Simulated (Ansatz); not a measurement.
# Y: energy along a strain

Y, P6_3/mmc, a = 3.598 Å, c = 5.586 Å. Ansatz: PBEsol, PAW, 420 eV, Γ-centred 18×18×12 mesh on 2 atoms, Gaussian smearing 0.15 eV; no spin polarisation. Cell vectors (Å): 3.598 0.000 0.000; -1.799 3.116 0.000; 0.000 0.000 5.586. The cell is strained by x per cent times the pattern (0 0 0 0 1 0) in the order xx yy zz yz xz xy (engineering shears), with fractional coordinates held. y is the free energy over the start, V0 = 31.303 Å³/atom. Symmetry makes y even in x.

| x (%) | y (meV/atom) |
| --- | --- |
| -2.00 | 1.02 |
| -1.00 | ? |
| 0.00 | 0.00 |
| 0.25 | 0.02 |
| 0.50 | 0.06 |
| 0.75 | 0.14 |
| 1.25 | 0.40 |
| 1.50 | 0.57 |
| 1.75 | 0.78 |

**Question.** Fit y = c2 x² + c4 x⁴ to the other rows, get the stiffness along the pattern, and predict the missing energy.

**Answer.** Least squares on the rows shown. y = 0.2530 x² + 0.0004976 x⁴. The clamped-ion stiffness p·C·p = 2 × 2.530 eV × 160.2 / 31.303 Å³ = 26 GPa, which is C55 in these axes. At x = -1.00 the fit asked for gives 0.25 meV/atom. The run gave 0.25 meV/atom, the same to the digits shown.

Cost: 9 runs of about 4.7 core-minutes in all, on Arm Neoverse V2 (shared hosts).